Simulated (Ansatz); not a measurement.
## Nb: clamped-ion strain scan

All numbers below come from DFT PBEsol, scalar-relativistic, plane waves, PAW in Ansatz. Settings: plane waves to 420 eV, k-mesh 20×20×20 (Γ-centred), Gaussian smearing 0.15 eV. No spin polarisation. Energies are free energies at this smearing, counted from the undisturbed cell; pressure is positive in compression.

The starting cell (as given, not relaxed at this level; it stands at -6.9 GPa; this fcc form isn't the usual structure):

```
Nb
1.0
     0.00000    2.11500    2.11500
     2.11500    0.00000    2.11500
     2.11500    2.11500    0.00000
Nb
1
Direct
  0.00000 0.00000 0.00000
```

The cell is strained by ε times the Voigt pattern (0, 0, 0, 0, 1, 0) (xx, yy, zz, yz, xz, xy; engineering shear) with fractional coordinates fixed. The cell is metallic on the mesh throughout.

Over the sampled range (-0.0200 to 0.0175), is the undisturbed cell the lowest point?

No: the energy is lower at ε = -0.0200, -1.3 in ΔE (meV/atom).

The scan:

```csv
ε,ΔE (meV/atom)
-0.0200,-1.3
-0.0100,-0.3
0.0000,0.0
0.0025,0.0
0.0050,-0.1
0.0075,-0.2
0.0125,-0.5
0.0150,-0.8
0.0175,-1.0
```